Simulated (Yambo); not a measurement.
A G0W0@PBEsol run in Yambo for NaAuO$_{2}$ (space group C2/m, No. 12) under isotropic strain of -3 % on all lattice vectors (4×4×2 Γ-centred k mesh, bands 6 to 107 and a 8 Ry block in the screening, 107 bands in G with the Bruneval-Gonze terminator, plasmon pole fitted at 27.2 eV) gives these matrix elements, in eV, at the band edges ((0, 0, -0.5) → (0, 0.25, -0.5)):

```json
[
 {"state": "valence edge", "E0": "0.000", "<Vxc>": "-21.345", "<Σx>": "-27.126", "<Σc(E0)>": "4.880", "Z": "0.787"},
 {"state": "conduction edge", "E0": "1.598", "<Vxc>": "-20.922", "<Σx>": "-16.796", "<Σc(E0)>": "-2.674", "Z": "0.810"}
]
```

Task: Solve the linearised quasiparticle equation for both states, give the gap, and say how exchange and correlation each act on it.

Result: E = E0 + Z(Σx + Σc − Vxc). Valence: 0.000 + 0.787 × (-27.126 + (4.880) − (-21.345)) = -0.71 eV. Conduction: 1.598 + 0.810 × (-16.796 + (-2.674) − (-20.922)) = 2.77 eV. The gap is 3.48 eV, against 1.60 eV in PBEsol. Replacing Vxc by bare exchange alone would open it by 9.91 eV; correlation takes back 7.55 eV of that, and Z scales what is left. Convergence of the G0W0 settings was not tested. The mesh misses a band edge: along a dense path the PBEsol gap is 1.46 eV against 1.60 eV on the mesh. Without spin-orbit coupling, band edges of such heavy elements can be off by tenths of an eV.

Geometry strained from the cell relaxed with PBEsol, atoms relaxed again; primitive cell a = b = 3.529 Å, c = 5.961 Å, α = β = 116.24°, γ = 48.91°.

The structure is a Materials Project entry; no match was found in the copy of COD used, and its stability was not checked.
